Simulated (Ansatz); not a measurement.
Bands of B$_{2}$O

```
B O
1.0
     2.87900    0.00000    0.00000
    -1.43950    2.49329    0.00000
     0.00000    0.00000    7.05200
B O
4 2
Cartesian
  0.0000 0.0000 2.6798
  0.0000 0.0000 4.3722
  1.4395 0.8311 0.1622
  0.0000 1.6622 6.8898
  1.4395 0.8311 2.1579
  0.0000 1.6622 4.8941
```

Atom numbers follow the list: B1, B2, B3, B4, O5, O6.

The conventional cell has a = 2.879 Å, b = 2.879 Å, c = 7.052 Å, α = 90.00°, β = 90.00°, γ = 120.00°. B (atom 1) has 1 B at 1.69 Å and 3 O at 1.74 Å as nearest neighbours. B (atom 3) has 3 B at 1.69 Å as nearest neighbours. O (atom 5) has 4 B at 1.74 to 2.00 Å as nearest neighbours.

The cell is a database entry far from equilibrium at this level of theory, probably a faulty or high-pressure entry; it serves as a test geometry alone.

Level of theory: DFT, PBE, all-electron LAPW, scalar-relativistic (Ansatz 0.2.0).

Settings: a Γ-centred 8×8×3 k mesh, Fermi–Dirac smearing of 0.02 eV, basis error target 1 meV/atom, no spin polarisation; the mesh is coarse along some axis.

Points in fractions of the reciprocal vectors of this cell: Γ (0, 0, 0), M (0.5, 0, 0), K (0.333, 0.333, 0), A (0, 0, 0.5), L (0.5, 0, 0.5), H (0.333, 0.333, 0.5). The path joins them by straight lines in the order Γ–M–K–Γ–A–L–H–A–L; legs that retrace an earlier one aren't tabulated. Energies are in eV from the Fermi level.

(1) List the levels at K between -5 and 2.5 eV.

(2) List the levels at Γ between -5 and 2.5 eV.

(3) List the levels at L between -5 and 2.5 eV.

(4) What is the band gap?

Answers

(1) -4.76 (×2), -4.02, 1.98 (×2).

(2) -3.14, -1.44, 0.50, 1.08, 1.66 (×2).

(3) -4.09, -1.00, -0.20, 1.58.

(4) none: bands cross the Fermi level, a metal.
